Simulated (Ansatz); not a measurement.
Level of theory: Ansatz, DFT PBE, scalar-relativistic, plane waves, PAW. Cutoff 420 eV, Γ-centred meshes of about 0.25 Å⁻¹ or finer for metals and 0.3 Å⁻¹ for insulators (2π included), Gaussian smearing. No spin polarisation.

This relaxed GaMo cell comes from a structure search over trial cells.

```yaml
crystal:
  lattice:
    - [3.29944, 0.00000, 0.00000]
    - [0.00000, 3.29944, 0.00000]
    - [0.00000, 0.00000, 5.71538]
  atoms:
    - { symbol: Ga, position: [0.50000, 0.00000, 0.12203] }
    - { symbol: Ga, position: [0.00000, 0.50000, 0.87797] }
    - { symbol: Mo, position: [0.50000, 0.00000, 0.61645] }
    - { symbol: Mo, position: [0.00000, 0.50000, 0.38355] }
```

**Question.** Is it a true minimum?

**Answer.** As far as tested, yes. The phonons on a 2×2×1 q mesh of the computed 4-atom cell show no imaginary mode. (Phonon run: 10×10×6 k mesh, Gaussian smearing of 0.10 eV.) After random moves of the atoms it relaxes back. The optical modes at Γ run from 143 to 280 cm⁻¹. Ga is surrounded by 4 Ga at 2.72 Å, 6 Mo at 2.77–2.89 Å and 4 Ga at 3.30 Å; around Mo lie 4 Mo at 2.69 Å, 6 Ga at 2.77–2.89 Å and 4 Mo at 3.30 Å.

Phonons of metals hang on the k mesh and the smearing.
